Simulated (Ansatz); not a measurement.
The relaxed structure here is a generated cell of V3Si: the first start was made by a random draw of sites in a space group, and the end was not matched to a known phase here, so it may be hypothetical. Known forms of V3Si include space group No. 223.

One stationary structure of V$_{3}$Si. Space group Imma (No. 74). The numbers are results of PBE (plane waves to 420 eV, PAW, scalar-relativistic; Ansatz, a quantum-chemistry and plane-wave program), not measurements.

```cif
data_Si4V12
_chemical_formula_sum 'Si4 V12'
_space_group_name_H-M_alt 'Imma'
_space_group_IT_number 74
_space_group_name_Hall '-I 2b 2'
_cell_length_a 3.13478
_cell_length_b 4.06323
_cell_length_c 16.62429
_cell_angle_alpha 90.000
_cell_angle_beta 90.000
_cell_angle_gamma 90.000
loop_
_space_group_symop_operation_xyz
  'x, y, z'
  '-x, -y, -z'
  '-x, -y+1/2, z'
  'x, y+1/2, -z'
  'x, -y, -z'
  '-x, y, z'
  '-x, y+1/2, -z'
  'x, -y+1/2, z'
  'x+1/2, y+1/2, z+1/2'
  '-x+1/2, -y+1/2, -z+1/2'
  '-x+1/2, -y, z+1/2'
  'x+1/2, y, -z+1/2'
  'x+1/2, -y+1/2, -z+1/2'
  '-x+1/2, y+1/2, z+1/2'
  '-x+1/2, y, -z+1/2'
  'x+1/2, -y, z+1/2'
loop_
_atom_site_label
_atom_site_type_symbol
_atom_site_symmetry_multiplicity
_atom_site_Wyckoff_symbol
_atom_site_fract_x
_atom_site_fract_y
_atom_site_fract_z
_atom_site_occupancy
Si1 Si 4 e 0.00000 0.75000 0.07404 1
V1 V 4 e 0.00000 0.25000 0.18116 1
V2 V 4 e 0.00000 0.25000 0.45031 1
V3 V 4 e 0.00000 0.25000 0.69034 1
```
(The calculation used a cell of 8 atoms; values per cell refer to that cell.)

Volume per atom: 13.23 Å³
Density: 5.67 g/cm³
Band gap: zero (metallic)
Shortest distances: Si–V 2.49 Å; V–V 2.53 Å; Si–Si 3.13 Å
k-mesh: 14×14×14

Band energies at high-symmetry points (eV from the Fermi level; labels of this space group; no spin-orbit coupling), from −5 eV up to 0.9 eV:

```csv
point,energies
Γ,-4.04 -3.39 -3.17 -2.90 -2.79 -2.34 -2.18 -1.63 -1.42 -1.39 -0.81 -0.61 -0.36 -0.35 -0.26 -0.02 0.26 0.52 0.62
X,-4.83 -3.25 -3.00 -2.96 -2.59 -2.29 -2.14 -1.77 -1.36 -1.27 -1.25 -0.72 -0.49 -0.46 -0.35 -0.14 0.08 0.38
F2,-4.90 -4.12 -3.91 -2.37 -2.13 -2.12 -1.65 -1.50 -1.29 -1.15 -1.03 -1.01 -0.90 -0.84 -0.49 -0.18 0.11 0.44
Σ0,-4.90 -4.12 -3.91 -2.37 -2.13 -2.12 -1.65 -1.50 -1.29 -1.15 -1.03 -1.01 -0.90 -0.84 -0.49 -0.18 0.11 0.44
Y0,-3.49 -3.02 -2.96 -2.22 -1.95 -1.52 -1.44 -1.33 -1.21 -0.65 -0.60 -0.46 -0.02 0.05 0.13 0.35 0.58 0.63 0.83 0.90
U0,-3.49 -3.02 -2.96 -2.22 -1.95 -1.52 -1.44 -1.33 -1.21 -0.65 -0.60 -0.46 -0.02 0.05 0.13 0.35 0.58 0.63 0.83 0.90
R,-4.92 -4.13 -3.91 -2.24 -2.22 -2.12 -1.64 -1.56 -1.28 -1.10 -1.01 -1.00 -0.95 -0.87 -0.46 -0.21 0.17 0.41
W,-4.53 -4.53 -3.64 -3.64 -3.08 -3.08 -2.31 -2.31 -1.72 -1.72 -1.26 -1.26 -0.73 -0.73 -0.63 -0.63 0.17 0.17 0.83 0.83
```

No spin polarisation in the result.

It was reached from a disturbed copy of a Cmmm (No. 65) cell, against which it lies -1.24 eV/atom.
